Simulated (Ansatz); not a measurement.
The geometry is COD entry 1537861, unchecked; take it as a test cell.

An input for TiRh3 and the output that it gave: DFT, LDA, all-electron LAPW, scalar-relativistic (Ansatz 0.2.0).

Command: `ansatz run input.yaml --threads 1 --pin off --max-ram 4096MiB --backend cpu --events-out ev --progress --plain --runs-dir out` The run took 2.4 min on 1 thread of Arm Neoverse V1 (shared host), peak memory 0.7 GiB.

```yaml
crystal:
  lattice:
    - [3.822, 0.0, 0.0]
    - [0.0, 3.822, 0.0]
    - [0.0, 0.0, 3.822]
  atoms:
    - { symbol: Ti, position: [0.0, 0.0, 0.0] }
    - { symbol: Rh, position: [0.0, 0.5, 0.5] }
    - { symbol: Rh, position: [0.5, 0.0, 0.5] }
    - { symbol: Rh, position: [0.5, 0.5, 0.0] }
kpoints:
  mp_grid: { grid: [10, 10, 10] }
  band_path:
    path:
      - [0.0, 0.0, 0.0]
      - [0.0, 0.5, 0.0]
      - [0.5, 0.5, 0.0]
      - [0.0, 0.0, 0.0]
      - [0.5, 0.5, 0.5]
      - [0.0, 0.5, 0.0]
      - [0.5, 0.5, 0.5]
      - [0.5, 0.5, 0.0]
    npoints: 14
scf:
  occupations: { method: fermi_dirac, width: 0.03 }
hamiltonian:
  xc: lda
  pseudopotentials: { kind: all_electron, lapw: { basis_error: 0.001 } }
output:
  forces: true
  stress: true
  eigenvalues: true
  populations: true
  dos: { projected: true, de: 0.2, e_range: [-14, 8] }
```

The log:

```
Ti: projections on atomic orbitals take those of the free atom 1s2 2s2 2p6 3s2 3p6 3d2 4s2, of charge +0.00 (hamiltonian.pseudopotentials.projection_atoms)
Rh: projections on atomic orbitals take those of the free atom 1s2 2s2 2p6 3s2 3p6 3d10 4s2 4p6 4d8 5s1, of charge +0.00 (hamiltonian.pseudopotentials.projection_atoms)
LAPW: plane waves up to 8.472 Å⁻¹, error target 1.0e-3 eV per atom; small_component_spin mean_spin; Ti in spheres of 1.351 Å, 12 of its electrons in bands, Dirac shells []; Rh in spheres of 1.351 Å, 27 of its electrons in bands, Dirac shells []
Engine: ansatz 0.2.0
Pseudopotentials: kind: all_electron
Pseudopotential: Ti, LAPW, valence charge 12, Koelling and Harmon's equation, gaussian nucleus
Pseudopotential: Rh, LAPW, valence charge 27, Koelling and Harmon's equation, gaussian nucleus
Functional definition: SPW92
  exchange = slater_x
  correlation = pw_c
Crystal: 4 atoms, lattice volume = 55.831 Å³
Basis set: ecut = 273.4568096353799 eV, 587 PW (Γ), exchange–correlation at level 2
Bands: 56, of which v1, the nominal top of the filled ones, is band 47 counted from 1 (46 counted from 0)
Symmetry: 48 space group operations
Space group: Pm-3m (ITA 221), of the structure as read, at distance tolerance 3.8e-5 Å
k-points: 56 of 1000
Non-local potential: Ti, projectors of the file, none
Non-local potential: Rh, projectors of the file, none
Initial density: superposition of atomic densities (chi_scale 0.1, normalization cell, long waves kept (reshape's long-wave potential 0.00 eV rms))
Initial wavefunctions: plane waves of lowest kinetic energy (no species holds an atomic orbital)
Functional: x = slater, c = lda
iter 1 solved again at ethr=3.78e-3 eV; its pass at ethr=1.00e-1 eV (dr2=3.51e0 eV) is discarded
SCF iter   1: F=—  HF=-413378.857020 eV  |F-HF|=—  |Δ(HF+E_count)|=         —  Δρ=6.03e-2  dr2=3.52e0  ethr=3.78e-3  ⟨swp⟩=2.0  Hψ=20457  notcnv=0
preconditioner: auto → Kerker (q_TF=auto, 2.970 Å⁻¹)  [metal: Δε(μ)=0.004 eV  Ē_g=6.367 eV  σ=0.030 eV  W_gap=0.04  n_scr=26 (ndim 8)  ℏωp=27.7 eV  f_vac=0.000  D(μ)=4.22/eV (n_scr^D=56)]
SCF iter   2: F=—  HF=-413380.249933 eV  |F-HF|=—  |Δ(HF+E_count)|=    1.39e0  Δρ=8.11e-2  dr2=8.07e0  ethr=3.78e-3  ⟨swp⟩=2.5  Hψ=8989  notcnv=0
SCF iter   3: F=—  HF=-413376.524755 eV  |F-HF|=—  |Δ(HF+E_count)|=    3.73e0  Δρ=2.69e-2  dr2=7.96e-1  ethr=3.78e-3  ⟨swp⟩=2.0  Hψ=8960  notcnv=0
SCF iter   4: F=—  HF=-413376.726567 eV  |F-HF|=—  |Δ(HF+E_count)|=   2.02e-1  Δρ=4.24e-2  dr2=2.39e0  ethr=8.56e-4  ⟨swp⟩=2.8  Hψ=9872  notcnv=0  recentre
SCF iter   5: F=—  HF=-413376.251836 eV  |F-HF|=—  |Δ(HF+E_count)|=   4.75e-1  Δρ=9.65e-3  dr2=8.59e-2  ethr=8.56e-4  ⟨swp⟩=2.2  Hψ=8941  notcnv=0
iter 6 solved again at ethr=7.99e-6 eV; its pass at ethr=9.23e-5 eV (dr2=7.43e-3 eV) is discarded
SCF iter   6: F=—  HF=-413376.218228 eV  |F-HF|=—  |Δ(HF+E_count)|=         —  Δρ=2.60e-3  dr2=7.43e-3  ethr=7.99e-6  ⟨swp⟩=2.0  Hψ=16143  notcnv=0
the basis was enlarged: its passes take 898.9 KiB over the memory plan, 1 of 1 planned eigensolver slots
SCF iter   7: F=—  HF=-413376.219032 eV  |F-HF|=—  |Δ(HF+E_count)|=   8.04e-4  Δρ=2.44e-3  dr2=8.31e-3  ethr=7.99e-6  ⟨swp⟩=2.0  Hψ=9275  notcnv=0  recentre
SCF iter   8: F=—  HF=-413376.217171 eV  |F-HF|=—  |Δ(HF+E_count)|=   1.86e-3  Δρ=2.03e-4  dr2=1.77e-5  ethr=7.99e-6  ⟨swp⟩=2.0  Hψ=8853  notcnv=0
SCF iter   9: F=—  HF=-413376.217193 eV  |F-HF|=—  |Δ(HF+E_count)|=   2.17e-5  Δρ=3.37e-4  dr2=1.36e-4  ethr=1.90e-8  ⟨swp⟩=2.9  Hψ=9361  notcnv=0
SCF iter  10: F=—  HF=-413376.217154 eV  |F-HF|=—  |Δ(HF+E_count)|=   3.85e-5  Δρ=3.16e-5  dr2=1.02e-6  ethr=1.90e-8  ⟨swp⟩=2.0  Hψ=9275  notcnv=0
SCF iter  11: F=—  HF=-413376.217154 eV  |F-HF|=—  |Δ(HF+E_count)|=   1.27e-7  Δρ=2.00e-5  dr2=5.06e-7  ethr=1.09e-9  ⟨swp⟩=2.0  Hψ=9275  notcnv=0
SCF iter  12: F=-413376.217154 eV  HF=-413376.217154 eV  |F-HF|=3.19e-8  |Δ(HF+E_count)|=   6.05e-8  Δρ=2.83e-6  dr2=5.92e-9  ethr=5.44e-10  ⟨swp⟩=2.0  Hψ=9275  notcnv=0
SCF 1 converged in 12 iterations: F = -413376.217154 eV  dr2 = 5.92e-9
NSCF: frozen V_eff on 99 k-points
SCF converged after 12 iterations
Free energy (F): -413376.217154 eV
Harris-Foulkes:  -413376.217154 eV  (|F-HF|=3.19e-8)
Internal energy: -413376.205487 eV  (E = F + TS)
E sigma→0 (E₀):  -413376.211320 eV
Entropy (-TS):   -0.011667 eV (-2.917 meV/atom)
Fermi energy:    21.933810 eV
--- Per-component energies (eV) ---
  E_band       = -8553.383114
  E_kinetic    = 429746.002618
  E_xc         = -12062.965421
  E_electrostatic = -831059.242684  (all electrons and nuclei)
  E_smearing   = -0.011667  (= −TS)
  E_closure    = 0.000000  (closes the sum)
  E_atoms      = -413339.987032  (free atoms, spherical and without spin; not in F)
  Σ components = -413376.217154   (vs F -413376.217154, Δ=0.00e0)
  Basis errors (estimates in eV, not in F): energy 1.6e-4 per atom: plane waves 1.3e-4 (9.3e-5 summed), levels above the bands 2.1e-131, relativity 4.0e-9, radial functions 3.2e-5, core shells 2.8e-7; eigenvalues (radial functions only) 1.0e-6; not estimated: angular momenta, meshes, grids; target (lapw.basis_error) 1.0e-3; muffin-tin radii Ti 1.351 Å, Rh 1.351 Å
--- Forces (eV/Å), atoms counted from 1 ---
  atom   1  Ti    -0.00000000     0.00000000     0.00000000
  atom   2  Rh     0.00000000     0.00000000    -0.00000000
  atom   3  Rh     0.00000000     0.00000000    -0.00000000
  atom   4  Rh    -0.00000000    -0.00000000     0.00000000
  max |Σ_I F_I| component: 5.26e-30 eV/Å
--- Stress (GPa, compression-positive) ---
      -10.265862       0.000000       0.000000
        0.000000     -10.265862       0.000000
        0.000000       0.000000     -10.265862
  P = ⅓ Tr σ = -10.2659 GPa (-102.659 kbar)
--- Band table (eV; the first three rows and the last of 56) ---
  k-point 0: bands = ["-274.7127", "-274.7127", "-274.7127", "-274.7092", "-274.7092", "-274.7092", "-274.7092", "-274.7092", "-274.7092", "-274.6898", "-274.6898", "-274.6898", "-274.6508", "-274.6508", "-274.6508", "-56.2886", "-56.1808", "-56.1808", "-34.3623", "-24.4343", "-24.4343", "-24.4343", "-24.1430", "-24.1430", "-24.1430", "-23.9546", "-23.9546", "-23.9546", "-10.9144", "-10.9144", "-10.9144", "14.5734", "16.1965", "16.5814", "16.5814", "16.8417", "16.8417", "16.8417", "19.8783", "19.8783", "19.8783", "21.7593", "21.7593", "22.7930", "23.2642", "23.2642", "23.2642", "24.6219", "24.6219", "25.2856", "25.2856", "25.2856", "25.5533", "25.5533", "25.5533", "34.0964"]
  k-point 1: bands = ["-274.7127", "-274.7127", "-274.7127", "-274.7092", "-274.7092", "-274.7092", "-274.7092", "-274.7092", "-274.7092", "-274.6898", "-274.6898", "-274.6898", "-274.6508", "-274.6508", "-274.6508", "-56.2863", "-56.1831", "-56.1807", "-34.3624", "-24.4276", "-24.4276", "-24.4232", "-24.1450", "-24.1450", "-24.1437", "-23.9667", "-23.9595", "-23.9595", "-10.9183", "-10.9153", "-10.9153", "14.7060", "16.2821", "16.6445", "16.6851", "16.8922", "16.9255", "16.9255", "19.7966", "19.9252", "19.9252", "21.6541", "21.7780", "22.6863", "22.8198", "22.8198", "23.2645", "24.4206", "24.5516", "24.7091", "24.7091", "25.1546", "25.2814", "26.5021", "26.5021", "34.0107"]
  k-point 2: bands = ["-274.7127", "-274.7127", "-274.7127", "-274.7092", "-274.7092", "-274.7092", "-274.7092", "-274.7092", "-274.7092", "-274.6898", "-274.6898", "-274.6898", "-274.6508", "-274.6508", "-274.6508", "-56.2795", "-56.1898", "-56.1807", "-34.3628", "-24.4085", "-24.4085", "-24.3906", "-24.1515", "-24.1515", "-24.1456", "-24.0016", "-23.9724", "-23.9724", "-10.9286", "-10.9177", "-10.9177", "15.0898", "16.5233", "16.8168", "16.9818", "17.0385", "17.1745", "17.1745", "19.5698", "20.0475", "20.0475", "21.3596", "21.8220", "21.9149", "21.9149", "22.3764", "23.2654", "23.5686", "24.1728", "24.1728", "24.3746", "24.5592", "25.2712", "27.7923", "27.7923", "33.7674"]
  k-point 55: bands = ["-274.7127", "-274.7127", "-274.7127", "-274.7092", "-274.7092", "-274.7092", "-274.7092", "-274.7092", "-274.7092", "-274.6898", "-274.6898", "-274.6898", "-274.6508", "-274.6508", "-274.6508", "-56.2161", "-56.2161", "-56.2161", "-34.3599", "-24.5777", "-24.3997", "-24.3997", "-24.3997", "-23.9796", "-23.9796", "-23.9796", "-23.9664", "-23.9664", "-10.9275", "-10.9275", "-10.9275", "16.5825", "16.6284", "16.6284", "16.6284", "19.1115", "19.1115", "19.1115", "19.8817", "19.8817", "19.8817", "20.3988", "20.3988", "22.8386", "22.8386", "22.8386", "22.9505", "23.0639", "23.0639", "23.0639", "24.4927", "24.4927", "24.4927", "24.7577", "24.7577", "30.8212"]
--- Löwdin populations: 4 sites ---
  site symbol       q [e]
     0     Ti     21.6017
     1     Rh     45.0096
     2     Rh     45.0096
     3     Rh     45.0096
  spilling = 0.002354 (of n_electrons = 157.000000)
```

Spin polarisation is left out, and whether a magnetic state lies lower isn't shown here.
